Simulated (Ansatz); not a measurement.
Question: Name crystals whose computed values (LDA (plane waves, PAW; program Ansatz)) fall in these windows: G_Hill (GPa) 120 to 140; B₀ by P(V) fit (GPa) 250 to 340; Θ_D (K) 500 to 670.

Answer: 

```
crystal           G_Hill (GPa)  B₀ by P(V) fit (GPa)  Θ_D (K)
----------------  ------------  --------------------  -------
Cr, bcc (W type)           135                   301      619
```
Others may fit too.

Began spin-polarised and lost the moments: Cr, bcc (W type). The cell was relaxed under the symmetry of its start.

Potentials: the later of the program's two PAW sets.
